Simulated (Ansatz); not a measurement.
Input:

Co$_{2}$Li$_{3}$Nb$_{3}$O$_{12}$:
```cif
data_Co2Li3Nb3O12
_chemical_formula_sum 'Co2 Li3 Nb3 O12'
_space_group_name_H-M_alt 'P 1'
_space_group_IT_number 1
_cell_length_a 5.06367
_cell_length_b 9.03279
_cell_length_c 5.44953
_cell_angle_alpha 71.021
_cell_angle_beta 62.739
_cell_angle_gamma 74.309
loop_
_space_group_symop_operation_xyz
  'x, y, z'
loop_
_atom_site_label
_atom_site_type_symbol
_atom_site_fract_x
_atom_site_fract_y
_atom_site_fract_z
_atom_site_occupancy
Co1 Co 0.82066 0.40641 0.94483 1
Co2 Co 0.51749 0.49295 0.48028 1
Li1 Li 0.33289 0.87800 0.45436 1
Li2 Li 0.56977 0.15034 0.69984 1
Li3 Li 0.07186 0.63370 0.20528 1
Nb1 Nb 0.24602 0.24795 0.25135 1
Nb2 Nb 0.73847 0.74253 0.73863 1
Nb3 Nb 0.00171 0.98843 0.99764 1
O1 O 0.47166 0.31305 0.38829 1
O2 O 0.97694 0.80605 0.88959 1
O3 O 0.94762 0.43243 0.25799 1
O4 O 0.46348 0.93420 0.75899 1
O5 O 0.58011 0.05801 0.13737 1
O6 O 0.09711 0.54208 0.65474 1
O7 O 0.02040 0.11368 0.57909 1
O8 O 0.52772 0.60789 0.10130 1
O9 O 0.55493 0.37203 0.82360 1
O10 O 0.03357 0.86052 0.33553 1
O11 O 0.09698 0.19165 0.99328 1
O12 O 0.59860 0.67211 0.52802 1
```
Starting moments (μB, in the order of the atoms Co Co Li Li Li Nb Nb Nb O O O O O O O O O O O O): 1.5 1.5 0.0 0.0 0.0 0.0 0.0 0.0 0.1 0.1 0.1 0.1 0.1 0.1 0.1 0.1 0.1 0.1 0.1 0.1.

This is the PBE-relaxed structure.

Problem. All from PBE in the plane-wave PAW code Ansatz, unless another level is named. Give the band gap.

Solution. 0.30 eV (indirect).

Problem. What about the weight of the conduction-edge state by species (Voronoi cells)?

Solution. Co 76 %, O 22 %, Nb 2 %.

Problem. What about the weight of the valence-edge state by species (Voronoi cells)?

Solution. Co 62 %, O 36 %, Nb 2 %.

Space group P1. The start of the workflow was typed in or built on a structure type; neither database checked (COD, Materials Project) lists it. Its standing as an ambient phase is unchecked. Symmetry was held in the PBE relaxation; its stability against distortions is not shown here. The final state is ferromagnetic, chosen from 2 collinear starts compared on coarse meshes (ties went to the first, and starts can fall back to one state), not a proven ground state. No Hubbard U is applied. Spin–orbit coupling is left out wherever it is not named.

Potentials: the later of the program's two PAW sets.
